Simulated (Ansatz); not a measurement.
LuTl3:
```
LuTl3
1.0
    4.69419     0.00000     0.00000
    0.00000     4.69419     0.00000
    0.00000     0.00000     4.69419
Lu Tl
1 3
Direct
  0.00000   0.00000   0.00000
  0.00000   0.50000   0.50000
  0.50000   0.00000   0.50000
  0.50000   0.50000   0.00000
```

Relaxed with r²SCAN. Special points in fractions of this cell's reciprocal vectors: Γ (0.000, 0.000, 0.000); X (0.000, 0.500, 0.000); M (0.500, 0.500, 0.000); R (0.500, 0.500, 0.500).

Problem. List the band energies nearest the Fermi level at these points for r²SCAN in the plane-wave PAW code Ansatz.

Solution. In eV from the Fermi level; about four levels below and three above (degenerate sets whole), none deeper than 8.9 eV; points with the same levels are listed once.

| k | below | above |
|---|---|---|
| Γ | -4.03 -4.03 -1.63 -1.63 -1.63 | 2.62 2.62 2.62 |
| X | -3.36 -1.18 -1.18 -0.58 | 0.73 1.66 1.66 |
| M | -5.92 -5.92 -4.08 -0.06 -0.06 | 1.31 2.37 2.37 2.38 |
| R | -3.38 -2.69 -2.69 -2.69 | 1.26 3.31 3.31 |

Space group Pm-3m (Cu3Au type). The workflow started from a Materials Project entry (that database holds measured and hypothetical structures alike); the Crystallography Open Database files this formula in space group No. 221, but the cells were not matched. Its standing as an ambient phase is unchecked. The cell was relaxed with r²SCAN under the symmetry of its start; its stability against distortions is not shown here. Spin–orbit coupling is left out wherever it is not named.

Potentials: the later of the program's two PAW sets.
